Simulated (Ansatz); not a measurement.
Structure types of Co were relaxed at one common pressure (all-electron LAPW in Ansatz 0.2.0 under PBEsol, scalar-relativistic, ferromagnetic start, though the moments died away, zero temperature). They take these volumes:

| type | space group | V (Å³/atom) |
| --- | --- | --- |
| hcp | P6_3/mmc | 4.27 |
| omega | P6/mmm | 4.29 |
| simple hexagonal | P6/mmm | 4.36 |

Problem. At about which pressure, and is the densest type also the lowest in enthalpy?

Solution. 1600 GPa. The densest is hcp, and it is also the lowest in enthalpy among these.
